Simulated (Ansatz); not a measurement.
Input and output for HfSi (zincblende type): DFT, LDA, all-electron LAPW, scalar-relativistic (Ansatz 0.2.0). This run: volume at 0.65 of the series' base cell.

The cell comes from a relaxation on PAW files under the same functional, begun from a prototype that needn't be the stable phase.

Command: `ansatz run input.yaml --threads 1 --pin off --max-ram 2048MiB --backend cpu --events-out ev --progress --plain --runs-dir out` It took 51 s on 1 thread of Arm Neoverse V2, with other jobs on the host, peak memory 0.43 GiB.

```yaml
crystal:
  lattice:
    - [0.0, 2.5675418627, 2.5675418627]
    - [2.5675418627, 0.0, 2.5675418627]
    - [2.5675418627, 2.5675418627, 0.0]
  atoms:
    - { symbol: Hf, position: [0.0, 0.0, 0.0] }
    - { symbol: Si, position: [0.25, 0.25, 0.25] }
kpoints:
  mp_grid: { grid: [12, 12, 12] }
scf:
  occupations: { method: fermi_dirac, width: 0.08 }
hamiltonian:
  xc: lda
  pseudopotentials: { kind: all_electron, lapw: { basis_error: 0.001 } }
output:
  forces: true
  stress: true
  eigenvalues: true
  populations: true
```

Output:

```
Hf: projections on atomic orbitals take those of the free atom 1s2 2s2 2p6 3s2 3p6 3d10 4s2 4p6 4d10 4f14 5s2 5p6 5d2 6s2, of charge +0.00 (hamiltonian.pseudopotentials.projection_atoms)
Si: projections on atomic orbitals take those of the free atom 1s2 2s2 2p6 3s2 3p2, of charge +0.00 (hamiltonian.pseudopotentials.projection_atoms)
LAPW: plane waves up to 9.978 Å⁻¹, error target 1.0e-3 eV per atom; small_component_spin mean_spin; Si in spheres of 0.972 Å, 12 of its electrons in bands, Dirac shells []; Hf in spheres of 1.252 Å, 44 of its electrons in bands, Dirac shells [] (how accurate: hamiltonian.pseudopotentials.lapw.basis_error, Limitations)
Engine: ansatz 0.2.0
Pseudopotentials: kind: all_electron
Pseudopotential: Hf, LAPW, valence charge 44, lapw/all_electron/scalar/gaussian/Hf, Koelling and Harmon's equation, gaussian nucleus
Pseudopotential: Si, LAPW, valence charge 12, lapw/all_electron/scalar/gaussian/Si, Koelling and Harmon's equation, gaussian nucleus
Functional definition: SPW92
  exchange = slater_x
  correlation = pw_c
Crystal: 2 atoms, lattice volume = 33.852 Å³
Basis set: ecut = 379.30819008645915 eV, 537 PW (Γ), exchange–correlation at level 2
Bands: 34, of which v1, the nominal top of the filled ones, is band 28 counted from 1 (27 counted from 0)
Symmetry: 24 space group operations
Space group: F-43m (ITA 216), of the structure as read, at distance tolerance 3.2e-5 Å
k-points: 72 of 1728 (time reversal used)
Non-local potential: Hf, projectors of the file, none
Non-local potential: Si, projectors of the file, none
Initial density: superposition of atomic densities (chi_scale 0.1, normalization cell, long waves kept (reshape's long-wave potential 0.00 eV rms))
Initial wavefunctions: plane waves of lowest kinetic energy (no species holds an atomic orbital)
Functional: x = slater, c = lda
iter 1 solved again at ethr=1.91e-3 eV; its pass at ethr=1.00e-1 eV (dr2=1.07e0 eV) is discarded
SCF iter   1: F=—  HF=-417867.754915 eV  |F-HF|=—  |Δ(HF+E_count)|=         —  Δρ=4.65e-2  dr2=1.07e0  ethr=1.91e-3  ⟨swp⟩=2.0  Hψ=15523  notcnv=0
preconditioner: auto → Kerker (q_TF=auto, 2.967 Å⁻¹)  [metal: Δε(μ)=0.094 eV  Ē_g=17.655 eV  σ=0.080 eV  W_gap=0.29  n_scr=14 (ndim 8)  ℏωp=33.8 eV  f_vac=0.000  D(μ)=0.83/eV (n_scr^D=0)]
SCF iter   2: F=—  HF=-417867.503125 eV  |F-HF|=—  |Δ(HF+E_count)|=   2.52e-1  Δρ=2.89e-2  dr2=4.30e-1  ethr=1.91e-3  ⟨swp⟩=2.0  Hψ=7416  notcnv=0
SCF iter   3: F=—  HF=-417867.411553 eV  |F-HF|=—  |Δ(HF+E_count)|=   9.16e-2  Δρ=1.95e-2  dr2=2.09e-1  ethr=7.68e-4  ⟨swp⟩=2.0  Hψ=7446  notcnv=0
SCF iter   4: F=—  HF=-417867.331510 eV  |F-HF|=—  |Δ(HF+E_count)|=   8.00e-2  Δρ=5.87e-3  dr2=2.13e-2  ethr=3.74e-4  ⟨swp⟩=2.0  Hψ=7230  notcnv=0
iter 5 solved again at ethr=1.78e-6 eV; its pass at ethr=3.80e-5 eV (dr2=9.97e-4 eV) is discarded
SCF iter   5: F=—  HF=-417867.322937 eV  |F-HF|=—  |Δ(HF+E_count)|=         —  Δρ=1.91e-3  dr2=9.98e-4  ethr=1.78e-6  ⟨swp⟩=2.0  Hψ=12234  notcnv=0
the basis was enlarged: its passes take 171.4 KiB over the memory plan, 1 of 1 planned eigensolver slots
SCF iter   6: F=—  HF=-417867.322863 eV  |F-HF|=—  |Δ(HF+E_count)|=   7.42e-5  Δρ=5.90e-4  dr2=1.49e-4  ethr=1.78e-6  ⟨swp⟩=2.0  Hψ=7092  notcnv=0
SCF iter   7: F=—  HF=-417867.322861 eV  |F-HF|=—  |Δ(HF+E_count)|=   2.24e-6  Δρ=1.25e-4  dr2=6.94e-6  ethr=2.67e-7  ⟨swp⟩=2.0  Hψ=7092  notcnv=0
SCF iter   8: F=—  HF=-417867.322858 eV  |F-HF|=—  |Δ(HF+E_count)|=   2.95e-6  Δρ=5.29e-5  dr2=1.00e-6  ethr=1.24e-8  ⟨swp⟩=2.0  Hψ=7092  notcnv=0
SCF iter   9: F=—  HF=-417867.322858 eV  |F-HF|=—  |Δ(HF+E_count)|=   8.86e-8  Δρ=1.73e-5  dr2=1.41e-7  ethr=1.79e-9  ⟨swp⟩=2.0  Hψ=7092  notcnv=0
SCF iter  10: F=-417867.322858 eV  HF=-417867.322858 eV  |F-HF|=8.03e-9  |Δ(HF+E_count)|=   2.23e-8  Δρ=3.89e-6  dr2=5.30e-9  ethr=2.52e-10  ⟨swp⟩=2.0  Hψ=7095  notcnv=0
SCF 1 converged in 10 iterations: F = -417867.322858 eV  dr2 = 5.30e-9
SCF converged after 10 iterations
Free energy (F): -417867.322858 eV
Harris-Foulkes:  -417867.322858 eV  (|F-HF|=8.03e-9)
Internal energy: -417867.307728 eV  (E = F + TS)
E sigma→0 (E₀):  -417867.315293 eV
Entropy (-TS):   -0.015130 eV (-7.565 meV/atom)
Fermi energy:    17.259497 eV
--- Per-component energies (eV) ---
  E_band       = -5554.548155
  E_kinetic    = 464001.903833
  E_xc         = -8716.674653
  E_electrostatic = -873152.536908  (all electrons and nuclei)
  E_smearing   = -0.015130  (= −TS)
  E_closure    = 0.000000  (closes the sum)
  E_atoms      = -417857.006356  (free atoms, spherical and without spin; not in F)
  Σ components = -417867.322858   (vs F -417867.322858, Δ=0.00e0)
  Basis errors (estimates in eV, not in F): energy 4.3e-4 per atom: plane waves 3.9e-4 (2.3e-4 summed), levels above the bands 7.8e-58, relativity 1.7e-8, radial functions 4.3e-5, core shells 1.4e-10; eigenvalues (radial functions only) 1.4e-6; not estimated: angular momenta, meshes, grids; target (lapw.basis_error) 1.0e-3; muffin-tin radii Si 0.972 Å, Hf 1.252 Å
--- Forces (eV/Å), atoms counted from 1 ---
  atom   1  Hf     0.00000000    -0.00000000     0.00000000
  atom   2  Si    -0.00000000     0.00000000     0.00000000
  max |Σ_I F_I| component: 4.44e-16 eV/Å
--- Stress (GPa, compression-positive) ---
       61.184778      -0.000000       0.000000
       -0.000000      61.184778       0.000000
        0.000000       0.000000      61.184778
  P = ⅓ Tr σ = 61.1848 GPa (611.848 kbar)
--- Band table (eV; the first three rows and the last of 72) ---
  k-point 0: bands = ["-487.3614", "-354.5203", "-354.5203", "-354.5203", "-182.8945", "-182.8945", "-182.8807", "-182.8807", "-182.8807", "-114.3320", "-71.1355", "-71.1355", "-71.1355", "-43.8304", "-12.6892", "-12.6892", "-12.6892", "5.9705", "6.1648", "6.1648", "6.1648", "6.2078", "6.2078", "6.2078", "7.2288", "14.9717", "14.9717", "14.9717", "18.8830", "18.8830", "23.8984", "25.6418", "25.6418", "25.6418"]
  k-point 1: bands = ["-487.3614", "-354.5203", "-354.5203", "-354.5203", "-182.8945", "-182.8945", "-182.8807", "-182.8807", "-182.8807", "-114.3320", "-71.1356", "-71.1356", "-71.1356", "-43.8296", "-12.7095", "-12.6919", "-12.6919", "5.9914", "6.1646", "6.1660", "6.1660", "6.2054", "6.2054", "6.2079", "7.3528", "14.8373", "15.0410", "15.0410", "18.7988", "18.7988", "24.1750", "25.3038", "25.9255", "25.9255"]
  k-point 2: bands = ["-487.3614", "-354.5203", "-354.5203", "-354.5203", "-182.8945", "-182.8945", "-182.8807", "-182.8807", "-182.8807", "-114.3320", "-71.1356", "-71.1356", "-71.1356", "-43.8274", "-12.7646", "-12.6994", "-12.6994", "6.0352", "6.1644", "6.1689", "6.1689", "6.1993", "6.1993", "6.2081", "7.7206", "14.5133", "15.2114", "15.2114", "18.6615", "18.6615", "24.0400", "25.4043", "26.5722", "26.5722"]
  k-point 71: bands = ["-487.3614", "-354.5203", "-354.5203", "-354.5203", "-182.8945", "-182.8945", "-182.8807", "-182.8807", "-182.8807", "-114.3320", "-71.1358", "-71.1357", "-71.1356", "-43.8143", "-12.9112", "-12.8586", "-12.7957", "6.1556", "6.1646", "6.1711", "6.1764", "6.1823", "6.1844", "6.1856", "10.8174", "13.6625", "15.0087", "16.1948", "18.0567", "19.7072", "20.8012", "22.0666", "25.0262", "28.6104"]
--- Löwdin populations: 2 sites ---
  site symbol       q [e]
     0     Hf     72.0244
     1     Si     13.9188
  spilling = 0.000660 (of n_electrons = 86.000000)
```

populations.tsv:

```
# site	symbol	l	j	q
# orbitals = lowdin
# n_electrons = 86.000000
# spilling = 0.000660
# projection_atom_Hf: 1s2 2s2 2p6 3s2 3p6 3d10 4s2 4p6 4d10 4f14 5s2 5p6 5d2 6s2
# projection_atom_Si: 1s2 2s2 2p6 3s2 3p2
0	Hf	0_1S	-	1.999998
0	Hf	0_2S	-	1.999950
0	Hf	0_3S	-	1.999383
0	Hf	0_4S	-	1.993603
0	Hf	0_5S	-	1.900846
0	Hf	0_6S	-	0.511893
0	Hf	1_2P	-	6.000000
0	Hf	1_3P	-	5.999986
0	Hf	1_4P	-	5.999434
0	Hf	1_5P	-	5.917040
0	Hf	2_3D	-	9.999997
0	Hf	2_4D	-	9.999852
0	Hf	2_5D	-	3.712274
0	Hf	3_4F	-	13.990162
1	Si	0_1S	-	1.999534
1	Si	0_2S	-	1.968334
1	Si	0_3S	-	1.188581
1	Si	1_2P	-	5.993521
1	Si	1_3P	-	2.768864
```

Next run (volume at 0.55 of the series' base cell), as changes to the input before:

```diff
   lattice:
-    - [0.0, 2.5675418627, 2.5675418627]
-    - [2.5675418627, 0.0, 2.5675418627]
-    - [2.5675418627, 2.5675418627, 0.0]
+    - [0.0, 2.4284769047, 2.4284769047]
+    - [2.4284769047, 0.0, 2.4284769047]
+    - [2.4284769047, 2.4284769047, 0.0]
   atoms:
```

Command: `ansatz run input.yaml --threads 1 --pin off --max-ram 2048MiB --backend cpu --events-out ev --progress --plain --runs-dir out` It took 52 s on 1 thread of Arm Neoverse V2, on a shared host, peak memory 0.44 GiB.

Results part of the output:

```
SCF 1 converged in 10 iterations: F = -417864.600268 eV  dr2 = 4.30e-9
SCF converged after 10 iterations
Free energy (F): -417864.600268 eV
Harris-Foulkes:  -417864.600268 eV  (|F-HF|=3.43e-9)
Internal energy: -417864.586672 eV  (E = F + TS)
E sigma→0 (E₀):  -417864.593470 eV
Entropy (-TS):   -0.013595 eV (-6.798 meV/atom)
Fermi energy:    20.910522 eV
--- Per-component energies (eV) ---
  E_band       = -5350.326656
  E_kinetic    = 464019.989263
  E_xc         = -8721.192348
  E_electrostatic = -873163.383588  (all electrons and nuclei)
  E_smearing   = -0.013595  (= −TS)
  E_closure    = 0.000000  (closes the sum)
  E_atoms      = -417857.006356  (free atoms, spherical and without spin; not in F)
  Σ components = -417864.600268   (vs F -417864.600268, Δ=0.00e0)
  Basis errors (estimates in eV, not in F): energy 4.3e-4 per atom: plane waves 3.9e-4 (2.3e-4 summed), levels above the bands 7.4e-67, relativity 2.2e-8, radial functions 3.9e-5, core shells 7.3e-11; eigenvalues (radial functions only) 1.0e-6; not estimated: angular momenta, meshes, grids; target (lapw.basis_error) 1.0e-3; muffin-tin radii Si 0.920 Å, Hf 1.183 Å
--- Forces (eV/Å), atoms counted from 1 ---
  atom   1  Hf     0.00000000    -0.00000000     0.00000000
  atom   2  Si    -0.00000000     0.00000000    -0.00000000
  max |Σ_I F_I| component: 3.79e-16 eV/Å
--- Stress (GPa, compression-positive) ---
      111.357317      -0.000000      -0.000000
       -0.000000     111.357317       0.000000
       -0.000000       0.000000     111.357317
  P = ⅓ Tr σ = 111.3573 GPa (1113.573 kbar)
--- Band table (eV; the first three rows and the last of 72) ---
  k-point 0: bands = ["-483.5542", "-350.7057", "-350.7057", "-350.7057", "-179.0673", "-179.0673", "-179.0589", "-179.0589", "-179.0589", "-111.0691", "-67.8658", "-67.8658", "-67.8658", "-40.0509", "-8.9861", "-8.9861", "-8.9861", "9.4680", "9.9667", "9.9667", "9.9667", "10.0315", "10.0315", "10.0315", "10.4742", "18.1841", "18.1841", "18.1841", "22.3611", "22.3611", "28.6410", "29.8285", "29.8285", "29.8285"]
  k-point 1: bands = ["-483.5542", "-350.7057", "-350.7057", "-350.7057", "-179.0673", "-179.0673", "-179.0589", "-179.0589", "-179.0589", "-111.0691", "-67.8658", "-67.8658", "-67.8658", "-40.0490", "-9.0237", "-8.9908", "-8.9908", "9.5451", "9.9663", "9.9686", "9.9686", "10.0274", "10.0274", "10.0317", "10.5795", "18.0527", "18.2705", "18.2705", "22.2549", "22.2549", "28.9079", "29.4953", "30.1860", "30.1860"]
  k-point 2: bands = ["-483.5542", "-350.7057", "-350.7057", "-350.7057", "-179.0673", "-179.0673", "-179.0589", "-179.0589", "-179.0589", "-111.0691", "-67.8660", "-67.8658", "-67.8658", "-40.0438", "-9.1251", "-9.0039", "-9.0039", "9.6922", "9.9654", "9.9734", "9.9734", "10.0169", "10.0169", "10.0321", "10.9453", "17.7412", "18.4779", "18.4779", "22.0872", "22.0872", "28.3044", "30.0971", "31.0516", "31.0516"]
  k-point 71: bands = ["-483.5542", "-350.7057", "-350.7057", "-350.7057", "-179.0673", "-179.0673", "-179.0589", "-179.0589", "-179.0589", "-111.0691", "-67.8667", "-67.8661", "-67.8660", "-40.0131", "-9.3835", "-9.2921", "-9.1770", "9.9420", "9.9678", "9.9687", "9.9805", "9.9848", "10.0005", "10.0033", "14.6202", "16.5695", "18.7016", "19.3053", "22.3521", "23.6793", "25.0447", "26.2735", "30.1383", "33.2559"]
--- Löwdin populations: 2 sites ---
  site symbol       q [e]
     0     Hf     72.3480
     1     Si     13.5836
  spilling = 0.000796 (of n_electrons = 86.000000)
```

Next run (volume at 0.45 of the series' base cell), as changes to the input before:

```diff
   lattice:
-    - [0.0, 2.4284769047, 2.4284769047]
-    - [2.4284769047, 0.0, 2.4284769047]
-    - [2.4284769047, 2.4284769047, 0.0]
+    - [0.0, 2.271349256, 2.271349256]
+    - [2.271349256, 0.0, 2.271349256]
+    - [2.271349256, 2.271349256, 0.0]
   atoms:
   mp_grid: { grid: [12, 12, 12] }
+  band_path:
+    path:
+      - [0.0, 0.0, 0.0]
+      - [-0.5, -0.5, 0.0]
+      - [-0.375, -0.375, 0.25]
+      - [-0.375, 0.0, 0.375]
+      - [0.0, 0.0, 0.0]
+      - [0.0, 0.0, 0.5]
+      - [-0.5, -0.25, 0.25]
+      - [-0.5, -0.5, 0.0]
+    npoints: 8
 scf:
   populations: true
+  dos: { projected: true, de: 0.2, e_range: [-14, 8] }
```

Command: `ansatz run input.yaml --threads 1 --pin off --max-ram 2048MiB --backend cpu --events-out ev --progress --plain --runs-dir out` It took 57 s on 1 thread of Arm Neoverse V2, on a shared host, peak memory 0.46 GiB.

Results part of the output:

```
SCF 1 converged in 9 iterations: F = -417859.609073 eV  dr2 = 7.09e-8
NSCF: frozen V_eff on 57 k-points
SCF converged after 9 iterations
Free energy (F): -417859.609073 eV
Harris-Foulkes:  -417859.609073 eV  (|F-HF|=4.48e-8)
Internal energy: -417859.590614 eV  (E = F + TS)
E sigma→0 (E₀):  -417859.599844 eV
Entropy (-TS):   -0.018458 eV (-9.229 meV/atom)
Fermi energy:    25.969945 eV
--- Per-component energies (eV) ---
  E_band       = -5073.002732
  E_kinetic    = 464045.990606
  E_xc         = -8727.451556
  E_electrostatic = -873178.129664  (all electrons and nuclei)
  E_smearing   = -0.018458  (= −TS)
  E_closure    = 0.000000  (closes the sum)
  E_atoms      = -417857.006356  (free atoms, spherical and without spin; not in F)
  Σ components = -417859.609073   (vs F -417859.609073, Δ=0.00e0)
  Basis errors (estimates in eV, not in F): energy 4.0e-4 per atom: plane waves 3.8e-4 (2.2e-4 summed), levels above the bands 5.9e-78, relativity 3.2e-8, radial functions 2.8e-5, core shells 3.9e-11; eigenvalues (radial functions only) 1.1e-6; not estimated: angular momenta, meshes, grids; target (lapw.basis_error) 1.0e-3; muffin-tin radii Si 0.860 Å, Hf 1.107 Å
--- Forces (eV/Å), atoms counted from 1 ---
  atom   1  Hf     0.00000000    -0.00000000     0.00000000
  atom   2  Si     0.00000000    -0.00000000    -0.00000000
  max |Σ_I F_I| component: 3.47e-16 eV/Å
--- Stress (GPa, compression-positive) ---
      207.061286      -0.000000      -0.000000
       -0.000000     207.061286       0.000000
       -0.000000       0.000000     207.061286
  P = ⅓ Tr σ = 207.0613 GPa (2070.613 kbar)
--- Band table (eV; the first three rows and the last of 72) ---
  k-point 0: bands = ["-478.4419", "-345.5827", "-345.5827", "-345.5827", "-173.9262", "-173.9262", "-173.9262", "-173.9249", "-173.9249", "-106.5635", "-63.3548", "-63.3548", "-63.3548", "-35.0148", "-3.9863", "-3.9863", "-3.9863", "14.1324", "15.0636", "15.0636", "15.0636", "15.1706", "15.1706", "15.1706", "15.3218", "22.7799", "22.7799", "22.7799", "27.1817", "27.1817", "35.3206", "35.6705", "35.6705", "35.6705"]
  k-point 1: bands = ["-478.4419", "-345.5827", "-345.5827", "-345.5827", "-173.9262", "-173.9262", "-173.9262", "-173.9249", "-173.9249", "-106.5634", "-63.3550", "-63.3548", "-63.3548", "-35.0100", "-4.0594", "-3.9949", "-3.9949", "14.2943", "15.0625", "15.0669", "15.0669", "15.1628", "15.1628", "15.1708", "15.4008", "22.6566", "22.8913", "22.8913", "27.0458", "27.0458", "35.1606", "35.7428", "36.1229", "36.1229"]
  k-point 2: bands = ["-478.4419", "-345.5827", "-345.5827", "-345.5827", "-173.9262", "-173.9262", "-173.9262", "-173.9249", "-173.9249", "-106.5634", "-63.3556", "-63.3549", "-63.3549", "-34.9968", "-4.2536", "-4.0183", "-4.0183", "14.6175", "15.0600", "15.0751", "15.0751", "15.1438", "15.1438", "15.1715", "15.7438", "22.3767", "23.1482", "23.1482", "26.8425", "26.8425", "34.1221", "36.7786", "37.2579", "37.2579"]
  k-point 71: bands = ["-478.4419", "-345.5827", "-345.5827", "-345.5827", "-173.9262", "-173.9262", "-173.9262", "-173.9249", "-173.9249", "-106.5632", "-63.3580", "-63.3559", "-63.3556", "-34.9183", "-4.7154", "-4.5636", "-4.3418", "15.0222", "15.0570", "15.0589", "15.0814", "15.0989", "15.1214", "15.1307", "20.2411", "20.6824", "23.6607", "23.9597", "28.7079", "29.3373", "31.1981", "32.2184", "37.3814", "39.7468"]
--- Löwdin populations: 2 sites ---
  site symbol       q [e]
     0     Hf     72.7612
     1     Si     13.1466
  spilling = 0.001072 (of n_electrons = 86.000000)
```

Next run (volume at 0.4 of the series' base cell), as changes to the input before:

```diff
   lattice:
-    - [0.0, 2.271349256, 2.271349256]
-    - [2.271349256, 0.0, 2.271349256]
-    - [2.271349256, 2.271349256, 0.0]
+    - [0.0, 2.183901659, 2.183901659]
+    - [2.183901659, 0.0, 2.183901659]
+    - [2.183901659, 2.183901659, 0.0]
   atoms:
```

Command: `ansatz run input.yaml --threads 1 --pin off --max-ram 2048MiB --backend cpu --events-out ev --progress --plain --runs-dir out` It took 60 s on 1 thread of Arm Neoverse V2, on a shared host, peak memory 0.46 GiB.

Results part of the output:

```
SCF 1 converged in 9 iterations: F = -417855.601297 eV  dr2 = 4.65e-8
NSCF: frozen V_eff on 57 k-points
SCF converged after 9 iterations
Free energy (F): -417855.601297 eV
Harris-Foulkes:  -417855.601297 eV  (|F-HF|=3.45e-8)
Internal energy: -417855.585784 eV  (E = F + TS)
E sigma→0 (E₀):  -417855.593540 eV
Entropy (-TS):   -0.015513 eV (-7.757 meV/atom)
Fermi energy:    29.336741 eV
--- Per-component energies (eV) ---
  E_band       = -4891.349412
  E_kinetic    = 464065.079826
  E_xc         = -8731.673780
  E_electrostatic = -873188.991829  (all electrons and nuclei)
  E_smearing   = -0.015513  (= −TS)
  E_closure    = 0.000000  (closes the sum)
  E_atoms      = -417857.006356  (free atoms, spherical and without spin; not in F)
  Σ components = -417855.601297   (vs F -417855.601297, Δ=0.00e0)
  Basis errors (estimates in eV, not in F): energy 4.1e-4 per atom: plane waves 3.8e-4 (2.3e-4 summed), levels above the bands 4.2e-83, relativity 3.8e-8, radial functions 2.8e-5, core shells 1.6e-10; eigenvalues (radial functions only) 1.2e-6; not estimated: angular momenta, meshes, grids; target (lapw.basis_error) 1.0e-3; muffin-tin radii Si 0.827 Å, Hf 1.064 Å
--- Forces (eV/Å), atoms counted from 1 ---
  atom   1  Hf     0.00000000    -0.00000000     0.00000000
  atom   2  Si     0.00000000    -0.00000000     0.00000000
  max |Σ_I F_I| component: 4.63e-16 eV/Å
--- Stress (GPa, compression-positive) ---
      292.133570       0.000000      -0.000000
        0.000000     292.133570       0.000000
       -0.000000       0.000000     292.133570
  P = ⅓ Tr σ = 292.1336 GPa (2921.336 kbar)
--- Band table (eV; the first three rows and the last of 72) ---
  k-point 0: bands = ["-475.1286", "-342.2625", "-342.2625", "-342.2625", "-170.6004", "-170.6004", "-170.6004", "-170.5924", "-170.5924", "-103.5189", "-60.3071", "-60.3071", "-60.3071", "-31.7935", "-0.7318", "-0.7318", "-0.7318", "17.3312", "18.3577", "18.3577", "18.3577", "18.5000", "18.5000", "18.5000", "18.5476", "25.9110", "25.9110", "25.9110", "30.3858", "30.3858", "39.5777", "39.5777", "39.5777", "39.8072"]
  k-point 1: bands = ["-475.1286", "-342.2625", "-342.2625", "-342.2625", "-170.6004", "-170.6004", "-170.6004", "-170.5924", "-170.5924", "-103.5189", "-60.3076", "-60.3072", "-60.3072", "-31.7855", "-0.8353", "-0.7434", "-0.7434", "17.5317", "18.3558", "18.3623", "18.3623", "18.4889", "18.4889", "18.5004", "18.6305", "25.7959", "26.0396", "26.0396", "30.2313", "30.2313", "39.0463", "40.0895", "40.0895", "40.2393"]
  k-point 2: bands = ["-475.1286", "-342.2625", "-342.2625", "-342.2625", "-170.6004", "-170.6004", "-170.6004", "-170.5924", "-170.5924", "-103.5188", "-60.3087", "-60.3073", "-60.3073", "-31.7636", "-1.1083", "-0.7749", "-0.7749", "17.9115", "18.3513", "18.3733", "18.3733", "18.4623", "18.4623", "18.5013", "19.0223", "25.5473", "26.3263", "26.3263", "30.0099", "30.0099", "37.9554", "41.3274", "41.3903", "41.3903"]
  k-point 71: bands = ["-475.1286", "-342.2625", "-342.2625", "-342.2625", "-170.6004", "-170.6004", "-170.6004", "-170.5924", "-170.5924", "-103.5183", "-60.3136", "-60.3093", "-60.3088", "-31.6332", "-1.7248", "-1.5389", "-1.2234", "18.3115", "18.3437", "18.3439", "18.3751", "18.4195", "18.4312", "18.4496", "23.4571", "24.1370", "26.5843", "27.4969", "33.1323", "33.1759", "35.4718", "36.2562", "42.2338", "44.1110"]
--- Löwdin populations: 2 sites ---
  site symbol       q [e]
     0     Hf     72.9921
     1     Si     12.8990
  spilling = 0.001266 (of n_electrons = 86.000000)
```

Spin–orbit coupling is left out, which matters for the heavy atoms. The structure type is held throughout; the real material can change phase at far lower pressure.
